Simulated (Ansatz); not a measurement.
Relaxed-ion elastic tensor of InTe (rock salt, space group No. 225) in GPa (Voigt order), the program Ansatz at the PBEsol level (PAW); density 6.90 g/cm³, 29.18 Å³ per atom.

```
84.7  30.5  30.5   0.0   0.0   0.0
30.5  84.7  30.5   0.0   0.0   0.0
30.5  30.5  84.7   0.0   0.0   0.0
 0.0   0.0   0.0  11.3   0.0   0.0
 0.0   0.0   0.0   0.0  11.3   0.0
 0.0   0.0   0.0   0.0   0.0  11.3
```

### Question
Is the crystal mechanically stable?

### Answer
Yes: the smallest eigenvalue of C is 11.3 GPa.

### Question
Work out the Voigt, Reuss and Hill averages.

### Answer
K_V = 48.5, K_R = 48.5, K_H = 48.5; G_V = 17.6, G_R = 14.7, G_H = 16.1 GPa.

### Question
Give Young's modulus, Poisson's ratio, Pugh's ratio and the universal anisotropy index.

### Answer
E = 9KG/(3K + G) = 43.6 GPa; ν = 0.35; K/G = 3.01 (ductile by the Pugh limit of 1.75); A_U = 5G_V/G_R + K_V/K_R − 6 = 0.99.

### Question
Estimate the sound speeds and the Debye temperature.

### Answer
v_l = √((K + 4G/3)/ρ) = 3190 m/s, v_t = √(G/ρ) = 1530 m/s, mean 1720 m/s; Θ = (h/k)(3n/4πV)^(1/3) v_m = 166 K.

### Question
Give the Zener ratio and Young's modulus along [100], [110] and [111].

### Answer
A = 2C44/(C11 − C12) = 0.42; 1/E = S11 − 2(S11 − S12 − S44/2)Γ with Γ = 0, 1/4, 1/3 gives 68.5, 36.3, 31.3 GPa.

### Question
Solve the Christoffel equation for the three sound speeds along [100], [110], [111].

### Answer
Eigenvalues of C_ijkl n_j n_l equal ρv². In km/s, slowest first: [100] 1.28, 1.28, 3.50; [110] 1.28, 1.98, 3.16; [111] 1.78, 1.78, 3.04.

Space group Fm-3m (rock salt). The workflow started from an entry of the Crystallography Open Database (COD). Whether it is the stable phase at ambient conditions was not checked. Symmetry was held in the PBEsol relaxation; whether a distortion lowers the energy is not shown. With an odd number of electrons in the cell and no spin polarisation, the count alone makes it a metal. As this level gives no gap, shear constants depend on the k-mesh and smearing (Fermi–Dirac, 0.1 eV here). Spin–orbit coupling is left out wherever it is not named.

Potentials: the later of the program's two PAW sets.
